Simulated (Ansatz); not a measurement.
Ansatz (a first-principles code) input:

Ansatz 0.2 input:
```yaml
crystal:
  lattice:
    - [2.8225799567, 0.0, 0.0]
    - [0.0, 2.8225799567, 0.0]
    - [0.0, 0.0, 2.8225799567]
  atoms:
    - { symbol: Co, position: [0.0, 0.0, 0.0] }
    - { symbol: Al, position: [0.5, 0.5, 0.5] }
kpoints:
  mp_grid: { grid: [30, 30, 30] }
hamiltonian:
  xc: pbesol
  pseudopotentials: { kind: paw }
scf:
  occupations: { method: fermi_dirac, width: 0.1 }
elastic: { mode: relaxed_ion, stencil: two_point, amplitude: 0.005, f_tol: 0.0005 }
```

Output (shortened):

```
Pseudopotential: Co, paw, valence charge 17
Pseudopotential: Al, paw, valence charge 3
Functional definition: PBEsol
Crystal: 2 atoms, lattice volume = 22.487 Å³
Basis set: ecut = 420 eV, 461 PW (Γ), exchange–correlation on 40×40×40 points (8 copies of the dense FFT grid, shifted against one another)
Bands: 14, of which v1, the nominal top of the filled ones, is band 10 counted from 1 (9 counted from 0)
Symmetry: 48 space group operations
Space group: Pm-3m (ITA 221), of the structure as read, at distance tolerance 2.8e-5 Å
k-points: 816 of 27000
SCF iter   1: F=—  HF=-5618.799329 eV  |F-HF|=—  |Δ(HF+E_count)|=         —  Δρ=2.75e-2  dr2=1.05e-1  ethr=1.77e-3  ⟨swp⟩=4.2  Hψ=52670  notcnv=0
preconditioner: auto → none
SCF iter   2: F=—  HF=-5618.789569 eV  |F-HF|=—  |Δ(HF+E_count)|=   9.76e-3  Δρ=1.21e-2  dr2=2.32e-2  ethr=5.24e-4  ⟨swp⟩=1.9  Hψ=19895  notcnv=0
SCF iter   3: F=—  HF=-5618.787059 eV  |F-HF|=—  |Δ(HF+E_count)|=   2.51e-3  Δρ=1.61e-3  dr2=4.23e-4  ethr=1.16e-4  ⟨swp⟩=1.0  Hψ=11454  notcnv=0
SCF iter   4: F=—  HF=-5618.787021 eV  |F-HF|=—  |Δ(HF+E_count)|=   3.85e-5  Δρ=2.04e-4  dr2=1.74e-6  ethr=2.12e-6  ⟨swp⟩=1.8  Hψ=12871  notcnv=0
SCF iter   5: F=—  HF=-5618.787029 eV  |F-HF|=—  |Δ(HF+E_count)|=   7.74e-6  Δρ=7.78e-6  dr2=3.46e-9  ethr=8.72e-9  ⟨swp⟩=2.2  Hψ=17080  notcnv=0
SCF iter   6: F=—  HF=-5618.787029 eV  |F-HF|=—  |Δ(HF+E_count)|=  2.01e-10  Δρ=9.65e-7  dr2=8.54e-11  ethr=1.73e-11  ⟨swp⟩=2.2  Hψ=19777  notcnv=0
SCF iter   7: F=—  HF=-5618.787029 eV  |F-HF|=—  |Δ(HF+E_count)|=  4.37e-11  Δρ=1.35e-7  dr2=3.23e-12  ethr=4.27e-13 (applied; sched 1.00e-12)  ⟨swp⟩=2.6  Hψ=16087  notcnv=0
SCF iter   8: F=-5618.787029 eV  HF=-5618.787029 eV  |F-HF|=1.82e-12  |Δ(HF+E_count)|=  1.82e-12  Δρ=1.59e-8  dr2=2.11e-14  ethr=1.00e-12  ⟨swp⟩=3.1  Hψ=46102  notcnv=0
SCF 1 converged in 8 iterations: F = -5618.787029 eV  dr2 = 2.11e-14
Crystal: 2 atoms, lattice volume = 22.375 Å³
Symmetry: 16 space group operations
k-points: 2176 of 27000
iter 1 solved again at ethr=7.82e-7 eV; its pass at ethr=3.10e-3 eV (dr2=1.56e-4 eV) is discarded
SCF iter   1: F=—  HF=-5618.786389 eV  |F-HF|=—  |Δ(HF+E_count)|=         —  Δρ=1.19e-3  dr2=1.99e-4  ethr=7.82e-7  ⟨swp⟩=2.0  Hψ=178784  notcnv=0
preconditioner: auto → none
SCF iter   2: F=—  HF=-5618.786360 eV  |F-HF|=—  |Δ(HF+E_count)|=   2.92e-5  Δρ=2.66e-4  dr2=8.51e-6  ethr=7.82e-7  ⟨swp⟩=2.1  Hψ=39679  notcnv=0
SCF iter   3: F=—  HF=-5618.786359 eV  |F-HF|=—  |Δ(HF+E_count)|=   3.53e-7  Δρ=6.44e-5  dr2=2.78e-7  ethr=4.25e-8  ⟨swp⟩=2.2  Hψ=41534  notcnv=0
SCF iter   4: F=—  HF=-5618.786360 eV  |F-HF|=—  |Δ(HF+E_count)|=   1.30e-6  Δρ=2.09e-5  dr2=4.83e-8  ethr=1.39e-9  ⟨swp⟩=2.3  Hψ=47480  notcnv=0
SCF iter   5: F=—  HF=-5618.786360 eV  |F-HF|=—  |Δ(HF+E_count)|=   1.09e-9  Δρ=3.24e-6  dr2=7.95e-10  ethr=2.42e-10  ⟨swp⟩=1.8  Hψ=44958  notcnv=0
SCF iter   6: F=—  HF=-5618.786360 eV  |F-HF|=—  |Δ(HF+E_count)|=  3.47e-10  Δρ=2.63e-7  dr2=2.31e-12  ethr=3.97e-12  ⟨swp⟩=2.5  Hψ=50334  notcnv=0
SCF iter   7: F=—  HF=-5618.786360 eV  |F-HF|=—  |Δ(HF+E_count)|=  9.09e-13  Δρ=3.96e-8  dr2=1.10e-13  ethr=1.00e-12  ⟨swp⟩=5.0  Hψ=117660  notcnv=0
SCF iter   8: F=-5618.786360 eV  HF=-5618.786360 eV  |F-HF|=0.00e0  |Δ(HF+E_count)|=  9.09e-13  Δρ=4.65e-9  dr2=1.64e-15  ethr=1.00e-12  ⟨swp⟩=4.0  Hψ=95651  notcnv=0
SCF 2 converged in 8 iterations: F = -5618.786360 eV  dr2 = 1.64e-15
Crystal: 2 atoms, lattice volume = 22.600 Å³
iter 1 solved again at ethr=1.09e-8 eV; its pass at ethr=3.10e-3 eV (dr2=2.18e-6 eV) is discarded
SCF iter   1: F=—  HF=-5618.786638 eV  |F-HF|=—  |Δ(HF+E_count)|=         —  Δρ=6.50e-4  dr2=2.17e-6  ethr=1.09e-8  ⟨swp⟩=2.1  Hψ=166447  notcnv=0
preconditioner: auto → none
SCF iter   2: F=—  HF=-5618.786630 eV  |F-HF|=—  |Δ(HF+E_count)|=   7.39e-6  Δρ=3.24e-4  dr2=4.98e-7  ethr=1.08e-8  ⟨swp⟩=1.0  Hψ=30464  notcnv=0
SCF iter   3: F=—  HF=-5618.786628 eV  |F-HF|=—  |Δ(HF+E_count)|=   2.74e-6  Δρ=1.89e-5  dr2=6.58e-9  ethr=2.49e-9  ⟨swp⟩=1.0  Hψ=30464  notcnv=0
SCF iter   4: F=—  HF=-5618.786628 eV  |F-HF|=—  |Δ(HF+E_count)|=   9.47e-9  Δρ=1.14e-6  dr2=2.72e-10  ethr=3.29e-11  ⟨swp⟩=1.3  Hψ=33421  notcnv=0
SCF iter   5: F=—  HF=-5618.786628 eV  |F-HF|=—  |Δ(HF+E_count)|=  3.64e-11  Δρ=1.81e-7  dr2=2.40e-12  ethr=1.36e-12  ⟨swp⟩=2.0  Hψ=38258  notcnv=0
SCF iter   6: F=—  HF=-5618.786628 eV  |F-HF|=—  |Δ(HF+E_count)|=  3.64e-12  Δρ=5.62e-8  dr2=4.23e-13  ethr=1.00e-12  ⟨swp⟩=4.8  Hψ=113728  notcnv=0
SCF iter   7: F=—  HF=-5618.786628 eV  |F-HF|=—  |Δ(HF+E_count)|=  2.73e-12  Δρ=2.76e-8  dr2=1.09e-13  ethr=1.00e-12  ⟨swp⟩=4.0  Hψ=95733  notcnv=0
SCF iter   8: F=-5618.786628 eV  HF=-5618.786628 eV  |F-HF|=2.73e-12  |Δ(HF+E_count)|=    0.00e0  Δρ=6.78e-9  dr2=7.77e-15  ethr=1.00e-12  ⟨swp⟩=3.2  Hψ=84056  notcnv=0
SCF 3 converged in 8 iterations: F = -5618.786628 eV  dr2 = 7.77e-15
Crystal: 2 atoms, lattice volume = 22.487 Å³
Symmetry: 8 space group operations
k-points: 3856 of 27000
iter 1 solved again at ethr=7.70e-8 eV; its pass at ethr=3.10e-3 eV (dr2=1.54e-5 eV) is discarded
SCF iter   1: F=—  HF=-5618.786766 eV  |F-HF|=—  |Δ(HF+E_count)|=         —  Δρ=5.94e-4  dr2=2.42e-5  ethr=7.70e-8  ⟨swp⟩=2.5  Hψ=314790  notcnv=0
preconditioner: auto → none
SCF iter   2: F=—  HF=-5618.786766 eV  |F-HF|=—  |Δ(HF+E_count)|=   5.01e-7  Δρ=2.75e-4  dr2=3.71e-6  ethr=7.70e-8  ⟨swp⟩=1.3  Hψ=58895  notcnv=0
SCF iter   3: F=—  HF=-5618.786759 eV  |F-HF|=—  |Δ(HF+E_count)|=   7.05e-6  Δρ=3.01e-5  dr2=1.46e-8  ethr=1.86e-8  ⟨swp⟩=1.4  Hψ=60467  notcnv=0
SCF iter   4: F=—  HF=-5618.786760 eV  |F-HF|=—  |Δ(HF+E_count)|=   1.18e-6  Δρ=7.58e-6  dr2=5.61e-10  ethr=7.29e-11  ⟨swp⟩=2.3  Hψ=83595  notcnv=0
SCF iter   5: F=—  HF=-5618.786760 eV  |F-HF|=—  |Δ(HF+E_count)|=  9.46e-11  Δρ=5.83e-7  dr2=2.48e-11  ethr=2.81e-12  ⟨swp⟩=2.2  Hψ=82482  notcnv=0
SCF iter   6: F=—  HF=-5618.786760 eV  |F-HF|=—  |Δ(HF+E_count)|=  1.09e-11  Δρ=6.37e-8  dr2=2.01e-13  ethr=1.24e-13 (applied; sched 1.00e-12)  ⟨swp⟩=2.4  Hψ=81301  notcnv=0
SCF iter   7: F=-5618.786760 eV  HF=-5618.786760 eV  |F-HF|=1.82e-12  |Δ(HF+E_count)|=  1.82e-12  Δρ=9.12e-9  dr2=9.85e-15  ethr=1.00e-12  ⟨swp⟩=4.0  Hψ=175266  notcnv=0
SCF 4 converged in 7 iterations: F = -5618.786760 eV  dr2 = 9.85e-15
Crystal: 2 atoms, lattice volume = 22.487 Å³
iter 1 solved again at ethr=4.58e-9 eV; its pass at ethr=3.10e-3 eV (dr2=9.15e-7 eV) is discarded
SCF iter   1: F=—  HF=-5618.786760 eV  |F-HF|=—  |Δ(HF+E_count)|=         —  Δρ=4.43e-4  dr2=9.14e-7  ethr=4.58e-9  ⟨swp⟩=1.8  Hψ=288704  notcnv=0
preconditioner: auto → none
SCF iter   2: F=—  HF=-5618.786761 eV  |F-HF|=—  |Δ(HF+E_count)|=   1.16e-6  Δρ=2.22e-4  dr2=2.30e-7  ethr=4.57e-9  ⟨swp⟩=1.0  Hψ=53984  notcnv=0
SCF iter   3: F=—  HF=-5618.786760 eV  |F-HF|=—  |Δ(HF+E_count)|=   1.00e-6  Δρ=2.90e-6  dr2=1.67e-9  ethr=1.15e-9  ⟨swp⟩=1.0  Hψ=53984  notcnv=0
SCF iter   4: F=—  HF=-5618.786760 eV  |F-HF|=—  |Δ(HF+E_count)|=  1.88e-10  Δρ=1.21e-6  dr2=3.00e-10  ethr=8.34e-12  ⟨swp⟩=1.0  Hψ=54132  notcnv=0
SCF iter   5: F=—  HF=-5618.786760 eV  |F-HF|=—  |Δ(HF+E_count)|=  3.91e-11  Δρ=7.50e-8  dr2=3.82e-13  ethr=1.50e-12  ⟨swp⟩=1.1  Hψ=54493  notcnv=0
SCF iter   6: F=-5618.786760 eV  HF=-5618.786760 eV  |F-HF|=0.00e0  |Δ(HF+E_count)|=  1.82e-12  Δρ=2.19e-8  dr2=3.78e-14  ethr=1.00e-12  ⟨swp⟩=4.9  Hψ=188960  notcnv=0
SCF 5 converged in 6 iterations: F = -5618.786760 eV  dr2 = 3.78e-14
SCF converged after 8 iterations
Free energy (F): -5618.787029 eV
Harris-Foulkes:  -5618.787029 eV  (|F-HF|=1.82e-12)
Internal energy: -5618.759198 eV  (E = F + TS)
E sigma→0 (E₀):  -5618.773113 eV
Entropy (-TS):   -0.027831 eV (-13.915 meV/atom)
Fermi energy:    14.809801 eV
--- Per-component energies (eV) ---
  E_band       = -276.291067
  E_kinetic    = 484.968811
  E_local      = -3637.426775  (includes V_loc(G=0)·N_el)
  E_nonlocal   = 468.497405
  E_hartree    = 1570.435041
  E_xc         = -199.701073
  E_vxc        = -236.992961  (∫ρ·V_xc dr)
  E_paw        = -1940.357170  (= ΣΔE_a)
  E_vpaw       = -496.207703  (= ΣTr[D̂ρ^β])
  E_aug_tail   = 0.000085  (compensation charges beyond the density's cutoff)
  E_ewald      = -2365.383080
  E_core_change = 0.207558  (= ΣΔE_core)
  E_smearing   = -0.027831  (= −TS)
  E_closure    = 0.000000  (closes the sum)
  Σ components = -5618.787029   (vs F -5618.787029, Δ=0.00e0)
  [band-id]    e_kinetic+e_local+e_nonlocal+2·e_hartree+e_vxc+e_vpaw+e_augmentation_tail = -276.291056   (vs E_band -276.291067, Δ=1.07e-5)
--- Forces (eV/Å), atoms counted from 1 ---
  atom   1  Co     0.00000000     0.00000000     0.00000000
  atom   2  Al     0.00000000     0.00000000     0.00000000
  max |Σ_I F_I| component: 0.0 eV/Å
--- Stress (GPa, compression-positive) ---
        0.178230       0.000000       0.000000
        0.000000       0.178230       0.000000
        0.000000       0.000000       0.178230
  P = ⅓ Tr σ = 0.1782 GPa (1.782 kbar)
--- Band table (eV; the first three rows and the last of 816) ---
  k-point 0: bands = ["-79.6142", "-43.0452", "-43.0452", "-43.0452", "3.5670", "11.7288", "11.7288", "14.0109", "14.0109", "14.0109", "20.9347", "20.9347", "20.9347", "23.6999"]
  k-point 1: bands = ["-79.6142", "-43.0458", "-43.0452", "-43.0452", "3.5886", "11.7273", "11.7350", "13.9986", "13.9986", "14.0122", "20.6831", "20.9651", "20.9651", "23.6962"]
  k-point 2: bands = ["-79.6140", "-43.0473", "-43.0451", "-43.0451", "3.6532", "11.7217", "11.7533", "13.9627", "13.9627", "14.0160", "20.0991", "21.0553", "21.0553", "23.6854"]
  k-point 815: bands = ["-79.6035", "-43.0844", "-43.0844", "-43.0844", "10.7812", "10.7812", "10.7812", "14.6427", "14.6427", "17.1852", "17.1852", "17.1852", "19.2542", "20.3945"]
--- Elastic constants: 2 strain directions × 2 members + reference (group order 48) ---
  dense FFT box of the reference and of every strained cell: 20×20×20
  strains applied: 11, 23; error gains: componentwise 1.00 (the most a stress slope's error grows in a printed constant), spectral 1.73 (1 for all six strains …
  C = ∂σ_k/∂η_j (tension-positive GPa; Voigt order 11 22 33 23 13 12):
       304.620    138.051    138.051      0.000      0.000      0.000
       138.051    304.620    138.051      0.000      0.000      0.000
       138.051    138.051    304.620      0.000      0.000      0.000
         0.000      0.000      0.000    152.778      0.000      0.000
         0.000      0.000      0.000      0.000    152.778      0.000
         0.000      0.000      0.000      0.000      0.000    152.778
  reference stress σ⁰ (GPa):     -0.178     -0.178     -0.178      0.000      0.000      0.000
  C* (energy form; C + prestress term) asymmetry max|C*_kj − C*_jk| = 8.527e-14 GPa — a small one proves nothing (zero by symmetry where the batch's group is …
  moduli (Voigt/Reuss/Hill, GPa): K = 193.57/193.57/193.57   G = 124.98/114.55/119.76   E = 297.86   ν = 0.244
  mechanically stable: yes (min eigenvalue of sym C = 152.78 GPa)
  where every solve meets its electron count the energy-path curvature estimates C_jj along a normal strain and C_jj − ¼(σ⁰_aa + σ⁰_bb) along a shear (ab), of …
  strain η (Voigt 11):  stress-route row diagonal C_11 = 304.62 GPa, energy-path curvature d²(F+E_count+ΔE)/dδ²/Ω₀ = 305.10 GPa
         δ    σ_11 (GPa)             F (eV)   n_scf  n_hpsi   n_pw
    -5.000e-3      -1.7437       -5618.7863605       8  648002    461   relax 0 steps, max|allowed force component| 0.0 eV/Å
     5.000e-3       1.3025       -5618.7866277       8  624395    466   relax 0 steps, max|allowed force component| 0.0 eV/Å
  strain η (Voigt 23):  stress-route row diagonal C_44 = 152.78 GPa, energy-path curvature d²(F+E_count+ΔE)/dδ²/Ω₀ = 153.38 GPa
         δ    σ_23 (GPa)             F (eV)   n_scf  n_hpsi   n_pw
    -5.000e-3      -0.7639       -5618.7867597       7  913222    461   relax 0 steps, max|allowed force component| 0.0 eV/Å
     5.000e-3       0.7639       -5618.7867597       6  750763    461   relax 0 steps, max|allowed force component| 0.0 eV/Å
```

Cost: around 6 core-minutes (rough) on shared cores.

Symmetry was held in the PBEsol relaxation; of distortions, only those at the zone centre were tested. No spin polarisation was allowed. As this level gives no gap, shear constants depend on the k-mesh and smearing (Fermi–Dirac, 0.1 eV here).

Potentials: the later of the program's two PAW sets.

Ansatz is a plane-wave DFT program.
